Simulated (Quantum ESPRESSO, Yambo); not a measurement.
WO$_{3}$ (space group Cmcm, No. 63). The geometry is that of Materials Project entry mp-2383052, symmetrised and not relaxed again. Chain: PBEsol (pw.x of Quantum ESPRESSO, ONCV potentials, no spin-orbit coupling); G0W0 in Yambo (4×4×2 Γ-centred k mesh, bands 3 to 178 and a 7 Ry block in the screening, 178 bands in G with the Bruneval-Gonze terminator, plasmon pole fitted at 27.2 eV); BSE (6×6×4 mesh, 16 valence and 6 conduction bands, static screening with 74 bands and a 3 Ry block, scissor 0.94 eV, Tamm-Dancoff).

```json
{
  "PBEsol gap (dense path)": "0.69 eV",
  "PBEsol gap (-0.5, -0.5, 0) → Γ on the GW mesh": "0.69 eV",
  "PBEsol smallest direct gap on the GW mesh, at (0, -0.5, 0)": "0.78 eV",
  "G0W0 direct gap at that point": "1.72 eV",
  "G0W0 correction to the gap (-0.5, -0.5, 0) → Γ": "0.92 eV",
  "lowest_exciton": "no binding energy given (see below)"
}
```

Rough cost of the Yambo steps against G0W0 for 12 states: BSE within a factor of two.

Nearest settings tried, and what they do to the gap: 119 bands in G: +14 meV; 90 bands in W: +111 meV; 6 Ry block (191 vectors against 245): -12 meV; 2×2×1 mesh: -85 meV. So the settings aren't converged at that level. The BSE states are vertical excitations (zero momentum); the indirect quasiparticle gap, about 1.61 eV, is smaller than the direct one (1.72 eV on the GW mesh). The lowest state covers only about 2 of the 144 k points, so the mesh doesn't resolve it: its energy and its distance from the direct gap are mesh artefacts. An extended exciton needs a far denser mesh. Axes are Cartesian, with cell vectors (Å) (2.74, -2.74, 0.00), (2.74, 2.74, 0.00), (0.00, 0.00, 7.70).

Spin-orbit coupling is left out, which matters for elements this heavy: edges can move by tenths of an eV.

The structure is a Materials Project entry; no match was found in the copy of COD used, and its stability was not checked.
